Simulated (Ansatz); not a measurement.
MoIr:
```
MoIr
1.0
    2.73566     0.00000     0.00000
    0.00000     2.73566     0.00000
    0.00000     0.00000     3.88330
Ir Mo
1 1
Direct
  0.00000   0.00000   0.00000
  0.50000   0.50000   0.50000
```

Relaxed with PBEsol. Special points in fractions of this cell's reciprocal vectors: Γ (0.000, 0.000, 0.000); X (0.000, 0.500, 0.000); M (0.500, 0.500, 0.000); Z (0.000, 0.000, 0.500); R (0.000, 0.500, 0.500); A (0.500, 0.500, 0.500).

List the band energies nearest the Fermi level at these points for plane-wave PAW PBEsol (Ansatz code).

In eV from the Fermi level; about four levels below and three above (degenerate sets whole), none deeper than 8.9 eV; points with the same levels are listed once.

| k | below | above |
|---|---|---|
| Γ | -2.64 -2.64 -2.21 -0.16 | 0.41 2.97 3.25 |
| X | -3.02 -2.60 -1.99 -1.03 | 0.11 1.47 3.34 |
| M | -6.82 -6.75 -6.17 -6.17 | 1.80 1.86 2.98 2.98 |
| Z | -2.57 -1.41 -1.41 -0.60 | 0.13 0.77 0.77 |
| R | -3.36 -2.92 -2.61 -1.82 | 0.15 0.86 1.76 |
| A | -4.04 -4.04 -2.96 -2.96 -1.59 | 1.01 1.81 4.78 |

Space group P4/mmm (L1₀ or tetragonal B2). The start of the workflow was typed in or built on a structure type; neither database checked (COD, Materials Project) lists it. COD files the formula under space group No. 51. Whether it is the stable phase at ambient conditions was not checked. The PBEsol relaxation kept the symmetry of its start; its stability against distortions is not shown here. The run is not spin-polarised. Scalar-relativistic: spin–orbit coupling is off unless named, which matters more the heavier the elements.

Potentials: the earlier of the program's two PAW sets. The files were generated under PBE; for other functionals the program regenerates the frozen cores, and for LDA and PBEsol the local potential too.
